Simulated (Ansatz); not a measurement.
## Data sheet: SiSe₂ (DFT)

SiSe$_{2}$:
```
SiSe2
1.0
   -3.03926     4.41210     2.90359
    3.03926    -4.41210     2.90359
    3.03926     4.41210    -2.90359
Se Si
4 2
Direct
  0.86758   0.78462   0.65220
  0.36758   0.71538   0.08296
  0.63242   0.28462   0.91704
  0.13242   0.21538   0.34780
  0.75000   0.75000   0.00000
  0.25000   0.25000   0.00000
```

Space group Ibam (No. 72); conventional cell a = 6.079 Å, b = 8.824 Å, c = 5.807 Å, α = β = γ = 90.00°.

Method: the program Ansatz at the LDA level (PAW). Geometry: relaxed at this level of theory. Other levels are named where they apply.

**Cell and energy**

```
Quantity                                                      Result
-----------------------------------------------------  -------------
Volume per atom                                             25.96 Å³
Density                                                   3.97 g/cm³
Formation energy from the elements (no fitted shifts)  -0.37 eV/atom
```

**Electronic structure**

```
Property                                                                                                                                        Result
----------------------------------------  ------------------------------------------------------------------------------------------------------------
Band gap                                                                                                                            1.36 eV (indirect)
Valence-band maximum                      on the Σ0–Γ line, 10 % of the way from Σ0 (k = 0.333, -0.333, -0.333 in fractions of the reciprocal vectors)
Conduction-band minimum                                                          at X (k = 0.500, 0.500, 0.500 in fractions of the reciprocal vectors)
Smallest direct gap on the standard path                                                                                                       1.46 eV
Electron effective mass                                                                                         0.38, 0.53, 0.67 mₑ (principal values)
Hole effective mass                                                                                                1.0, 1.1, 1.1 mₑ (principal values)
```

**Dielectric response**

```
Quantity                                                                           Result
--------------------------------------------------------  -------------------------------
Electronic dielectric constant ε∞ (DFPT)                  5.02 (xx), 5.64 (yy), 7.68 (zz)
Static dielectric constant ε0 (ions relaxed, cell fixed)  5.47 (xx), 6.05 (yy), 11.3 (zz)
Born charges (a third of the trace)                                  Se -1.22, Si +2.44 e
```

**Phonons**

```
Item                                                                       Value
--------------------------------------------------  ----------------------------
Highest zone-centre frequency (without LO–TO term)                      61.4 meV
Zone-centre stability                                     no imaginary mode at Γ
Dynamical stability on the path                     stable (no imaginary branch)
Zero-point energy                                                  39.3 meV/atom
Vibrational entropy at 300 K                             34.9 J/(K·mol of atoms)
```

The cell was relaxed with LDA under the symmetry of its start. A crystal of weakly bound chains computed without a dispersion correction: the cell and the soft elastic constants depend strongly on that. The references are the lowest solids computed at this level, not always the standard phases. Scalar-relativistic: spin–orbit coupling is off unless named, which matters more the heavier the elements.

Potentials: the later of the program's two PAW sets.
